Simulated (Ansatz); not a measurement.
The start is a relaxed LiNbO3 cell displaced along its unstable phonon at q = Γ (258i cm⁻¹), largest move 0.15 Å. The structure is fully relaxed (lattice and positions, P = 0) with PBE (plane waves to 420 eV, PAW, scalar-relativistic; Ansatz, a first-principles code). The first steps use a coarse 5×5×5 k-mesh.

The start:
```
LiNbO3
1.0
    5.54092     0.00000     0.00000
   -2.77046     4.79858     0.00000
    0.00000     0.00000     5.40382
Li Nb O
2 2 6
Cartesian
  0.00000   3.19905   4.05287
  2.77046   1.59953   1.35096
  0.00000   0.00000   0.00000
  0.00000   0.00000   2.70191
  0.15000   1.48829   1.35096
  1.40656   4.18434   1.35096
 -1.55656   3.92453   1.35096
  2.92046   3.31028   4.05287
  1.21390   0.87405   4.05287
  4.17702   0.61424   4.05287
```

```json
{
  "energy_released": "0.33 eV/atom",
  "volume_change": "-0.6 %, from 14.37 to 14.29 Å³/atom",
  "relative_to_the_parent": "It does not go back: it reaches P-62c (No. 190), 359 meV/atom below the parent",
  "Shortest distances (start → end)": "The closest pairs of elements (up to four, under 3.6 Å), start → end: Li–O 2.62 → 1.92 Å; Nb–O 2.02 → 2.01 Å; O–O 2.59 → 2.52 Å; Nb–Nb 2.70 → 2.77 Å",
  "band_gap_at_the_end": "2.39 eV, direct within 0.03 eV (at K) (no spin-orbit coupling)",
  "optimiser_moves": "9"
}
```

It ends as:

Space group P-62c (No. 190); a = b = 5.4566 Å, c = 5.5407 Å, α = β = 90.00°, γ = 120.00°

```tsv
atom	site	symmetry	x	y	z
Li	2d	-6..	0.6667	0.3333	0.2500
Nb	2a	32.	0.0000	0.0000	0.0000
O	6h	m..	0.2804	0.2509	0.2500
```

Final values are on a 7×7×6 k-mesh of the relaxed cell. No spin polarisation in the result.

The run could not lose the symmetry of its start, so the end can be a saddle point.

The relaxed structure here is a generated cell of LiNbO3: the first start was made by placing the elements on the sites of a structure type, and the end was not matched to a known phase here, so it may be hypothetical. Known forms of LiNbO3 include space group No. 161.
